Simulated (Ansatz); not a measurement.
# SiC (wurtzite), energy over volume and axial ratio

SiC (wurtzite)

```cif
data_C2Si2
_chemical_formula_sum 'Si2 C2'
_space_group_name_H-M_alt 'P63mc'
_space_group_IT_number 186
_space_group_name_Hall 'P 6c -2c'
_cell_length_a 3.07590
_cell_length_b 3.07590
_cell_length_c 5.04769
_cell_angle_alpha 90.000
_cell_angle_beta 90.000
_cell_angle_gamma 120.000
loop_
_atom_site_label
_atom_site_type_symbol
_atom_site_symmetry_multiplicity
_atom_site_Wyckoff_symbol
_atom_site_fract_x
_atom_site_fract_y
_atom_site_fract_z
_atom_site_occupancy
Si1 Si 2 b 0.66667 0.33333 0.00051 1
C1 C 2 b 0.33333 0.66667 0.12469 1
```

Two coordinates are scanned: the volume, and the ratio of the stretch along z (the conventional c axis) to the stretch across it. Atoms keep their fractional coordinates.

Computed with PBEsol (plane waves to 420 eV, PAW, scalar-relativistic; Ansatz, an electronic-structure program). k mesh 12×12×7 (Γ-centred), Fermi-Dirac smearing 0.05 eV. The energy includes the smearing's −TS. Compression counts positive. As the atoms are clamped, bonds stretch with the cell, which overstates energies and stresses. SiC was relaxed with its symmetry unable to fall. ΔE is measured from the relaxed starting cell.

ΔE (kJ/mol of atoms), with V/V₀ across and (c/a)/(c/a)₀ down:

| (c/a)/(c/a)₀ \ V/V₀ | 0.920 | 0.960 | 1.000 | 1.040 | 1.080 |
|---|---|---|---|---|---|
| 0.920 | 14.41 | 10.02 | 8.36 | 8.95 | 11.39 |
| 0.960 | 7.22 | 3.24 | 1.96 | 2.91 | 5.69 |
| 1.000 | 5.08 | 1.19 | 0.00 | 1.04 | 3.90 |
| 1.040 | 7.14 | 3.08 | 1.74 | 2.64 | 5.38 |
| 1.080 | 12.72 | 8.27 | 6.57 | 7.14 | 9.58 |

σxx (GPa), with V/V₀ across and (c/a)/(c/a)₀ down:

```
(c/a)/(c/a)₀ \ V/V₀  0.920  0.960  1.000  1.040  1.080
-------------------  -----  -----  -----  -----  -----
0.920                  3.8   -6.4  -14.6  -21.2  -26.6
0.960                 12.7    1.6   -7.4  -14.8  -20.8
1.000                 22.0    9.9    0.0   -8.1  -14.8
1.040                 31.4   18.4    7.6   -1.2   -8.6
1.080                 41.0   27.0   15.4    5.8   -2.2
```

Derived quantities:

```
Quantity                                                                                                                              Value
--------------------------------------------------------------------------------------  ---------------------------------------------------
Modulus against c/a change at fixed volume, (3/4V)·∂²E/∂(ln c/a)² (fit, atoms clamped)     278 GPa, an upper bound as the atoms could relax
Lowest place on the grid                                                                  V/V₀ = 1.000, (c/a)/(c/a)₀ = 1.000 (0.0 meV/atom)
Highest place on the grid                                                               V/V₀ = 0.920, (c/a)/(c/a)₀ = 0.920 (149.3 meV/atom)
```

(A scan under strain: stresses follow from slopes of the energy per volume, elastic moduli from its curvatures.)
